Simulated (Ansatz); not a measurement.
CaSn2O5: rattling a relaxed structure

The structure comes from a proposed guess, relaxed at this level; another structure or a mixture of phases may lie lower.

Level of theory: Ansatz, DFT PBE, scalar-relativistic, plane waves, PAW. Cutoff 420 eV; k points 8×8×4 on the computed 16-atom cell (Γ-centred); Gaussian smearing, width 0.02 eV; no spin polarisation.

The cell below (16 atoms, space group Cmcm (No. 63)) is relaxed within its symmetry.

```
CELL_PARAMETERS angstrom
2.00006 -5.45083 0.00000
2.00006 5.45083 0.00000
0.00000 0.00000 10.85294
ATOMIC_POSITIONS crystal
Ca 0.80722 0.19278 0.25000
Ca 0.19278 0.80722 0.75000
Sn 0.13177 0.86823 0.43717
Sn 0.13177 0.86823 0.06283
Sn 0.86823 0.13177 0.93717
Sn 0.86823 0.13177 0.56283
O 0.95250 0.04750 0.39080
O 0.95250 0.04750 0.10920
O 0.19878 0.80122 0.25000
O 0.30580 0.69420 0.55326
O 0.30580 0.69420 0.94674
O 0.04750 0.95250 0.89080
O 0.04750 0.95250 0.60920
O 0.80122 0.19878 0.75000
O 0.69420 0.30580 0.44674
O 0.69420 0.30580 0.05326
```

For the test it was strained at random (σ = 1.5 % a component), the atoms were moved at random (σ = 0.15 Å), and all was relaxed again on a coarse 4×4×2 mesh (in the run’s order of axes) with 0.10 eV smearing, with no symmetry imposed.

Q: Is the structure stable against such a distortion?

A: It returns, within 1 meV/atom of the unmoved cell on that mesh and with the same symmetry when read at 0.1 Å (P-1 at 0.01 Å, so small strains and shifts remain). No instability shows in this cell; modes of other wave vectors, which need another repeat, aren't tested.
